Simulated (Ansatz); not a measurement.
Be2B:
```
Be2B
1.0
    0.00000     2.27638     2.27638
    2.27638     0.00000     2.27638
    2.27638     2.27638     0.00000
Be B
2 1
Direct
  0.25000   0.25000   0.25000
  0.75000   0.75000   0.75000
  0.00000   0.00000   0.00000
```

Relaxed with PBEsol. Special points in fractions of this cell's reciprocal vectors: Γ (0.000, 0.000, 0.000); X (0.500, 0.000, 0.500); U (0.625, 0.250, 0.625); K (0.375, 0.375, 0.750); L (0.500, 0.500, 0.500); W (0.500, 0.250, 0.750).

### Question
List the band energies nearest the Fermi level at these points for DFT-PBEsol in the program Ansatz with PAW potentials.

### Answer
In eV from the Fermi level; about four levels below and three above (degenerate sets whole), none deeper than 8.9 eV; … stands for higher levels left out; points with the same levels are listed once.

| k | below | above |
|---|---|---|
| Γ | – | 2.82 2.82 2.82 |
| X | -7.15 -4.84 -2.54 -2.54 | 3.42 5.42 … |
| U | -6.84 -4.79 -4.34 -1.80 | 4.77 8.54 … |
| L | -8.04 -6.64 | 0.59 0.59 5.38 5.38 |
| W | -6.57 -4.19 -3.91 -3.91 | 7.57 … |

Space group Fm-3m (fluorite or antifluorite type). The workflow started from an entry of the Crystallography Open Database (COD). Its standing as an ambient phase is unchecked. The cell was relaxed with PBEsol under the symmetry of its start; its stability against distortions is not shown here.

Potentials: the later of the program's two PAW sets.
